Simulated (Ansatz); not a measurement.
The relaxed structure here is a generated cell of La2O3: the first start was made by a random draw of sites in a space group, and the end was not matched to a known phase here, so it may be hypothetical. Known forms of La2O3 include space group No. 164.

A relaxed cell of La2O3 (Pm-3m (No. 221)), relaxed on a k-mesh at least as fine as the one used below. These are r2SCAN (plane waves to 500 eV, PAW, scalar-relativistic; Ansatz, an electronic-structure program) values and carry that method's errors. Γ-centred k-mesh 5×3×5 on the run's cell (coarser than for final values), Fermi–Dirac smearing 0.05 eV.

```
CELL_PARAMETERS angstrom
      4.55938     0.00000     0.00000
      0.00000     9.11877     0.00000
      0.00000     0.00000     4.55938
ATOMIC_POSITIONS crystal
  La 0.50000 0.25000 0.50000
  La 0.50000 0.75000 0.50000
  La 0.00000 0.00000 0.00000
  La 0.00000 0.50000 0.00000
  O  0.50000 0.00000 0.00000
  O  0.50000 0.50000 0.00000
  O  0.00000 0.25000 0.00000
  O  0.00000 0.75000 0.00000
  O  0.00000 0.00000 0.50000
  O  0.00000 0.50000 0.50000
```

Every atom was then displaced, and the forces became (eV/Å):

| atom | Fx | Fy | Fz |
|---|---|---|---|
| La1 | 0.31 | 0.22 | 0.41 |
| La2 | -0.37 | -1.30 | -0.61 |
| La3 | 1.57 | -1.39 | -1.49 |
| La4 | 0.63 | -1.99 | 0.59 |
| O5 | -1.72 | 0.12 | 0.22 |
| O6 | -0.58 | 0.16 | 0.53 |
| O7 | -0.41 | 0.33 | -0.05 |
| O8 | 0.36 | 3.59 | 1.02 |
| O9 | 0.13 | 0.09 | 0.70 |
| O10 | 0.09 | 0.17 | -1.31 |

**Question.** Which atom was moved farthest relative to the others, and in which direction?

**Answer.** La2, by (-0.08, 0.06, -0.21) Å (0.23 Å, mean shift removed); the next is La1 with 0.16 Å. Its force makes an angle of 75° with its move.

All displacements (Å):

| atom | ux | uy | uz |
|---|---|---|---|
| La1 | 0.162 | -0.136 | 0.002 |
| La2 | -0.034 | 0.030 | -0.178 |
| La3 | 0.020 | -0.011 | 0.155 |
| La4 | -0.010 | -0.005 | 0.032 |
| O5 | 0.127 | -0.019 | 0.002 |
| O6 | 0.034 | 0.066 | 0.037 |
| O7 | 0.016 | -0.076 | -0.023 |
| O8 | 0.041 | -0.159 | 0.117 |
| O9 | 0.066 | -0.054 | 0.082 |
| O10 | 0.058 | 0.101 | 0.105 |

**Question.** Estimate the energy cost of the displacement in the harmonic approximation and compare with the calculation.

**Answer.** For a harmonic well ΔE = −½ Σ F·u = 0.394 eV a cell, or 39 meV/atom. The calculated energy relative to the undisplaced cell is +0.039 eV/atom, so the harmonic estimate holds well.

The undisplaced cell is probably no minimum: from this displacement the run went on to P2₁ (No. 4), 0.792 eV/atom below it.

No spin polarisation in the result.
